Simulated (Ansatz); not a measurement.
## 17O NMR of the central transition in V2SiO7

Cell: a computed structure from the Materials Project (it need not be an observed phase), atoms as given.

Space group Pa-3 (No. 205); a = 8.3239 Å.

```csv
site,Wyckoff,site symmetry,x,y,z
V,8c,.3.,0.1235,0.8765,0.3765
Si,4a,.-3.,0.0000,0.0000,0.0000
O13,4b,.-3.,0.0000,0.0000,0.5000
O15,24d,1,0.0616,0.6815,0.4048
```

One atom of each set is listed.

Method: Kohn–Sham DFT in Ansatz, PBE, plane waves and PAW, scalar-relativistic, 420 eV cutoff, Γ-centred 3×3×3 k-points, Fermi–Dirac smearing 0.02 eV.

17O has I = 5/2 and Q = -25.58 mb (Pyykkö 2018); at 7.05 T its Larmor frequency is ν₀ = 40.7 MHz. Only the quadrupole interaction is simulated: positions count from each site's isotropic chemical shift, and shift anisotropy, dipolar and J coupling are left out, though they dominate static lines narrower than about 10 kHz.

(1) Give C_Q, η, the quadrupolar product P_Q = |C_Q|(1 + η²/3)^½, the second-order isotropic shift and the breadth of the pattern (static powder) for each O site.

## Answers

(1) 

```
site                                first shell  C_Q (MHz)     η  P_Q (MHz)  δ_QIS (ppm)  breadth (kHz)
 O13                  2 V at 1.78 Å, angle 180°      -2.91  0.00       2.91        -30.6           6.49
 O15  1 V at 1.72 Å, 1 Si at 1.78 Å, angle 161°      -3.89  0.43       4.01        -58.3           16.1
```

δ_QIS = −(ν_Q²/30ν₀²)[I(I+1) − 3/4](1 + η²/3) × 10⁶ ppm with ν_Q = 3|C_Q|/[2I(2I−1)]; it falls as 1/B₀² in ppm, and the breadth as 1/B₀ in kHz.

An axis of threefold or higher order runs through O13, so V_zz lies along it and η is zero. At O15 V_zz points along the line of its two bonds (within 6°).

The largest force is 0.8 eV/Å, so the atoms aren't at the calculated equilibrium and relaxing them would move these values.

The run took 52 s of wall time (52 s of CPU time) and 1 GiB at its peak, on 1 thread of Arm Neoverse V2 (aarch64; 8 cores open to the job, memory cap 2.5 GiB, no GPU), a shared host with a load of 0.7 a core.
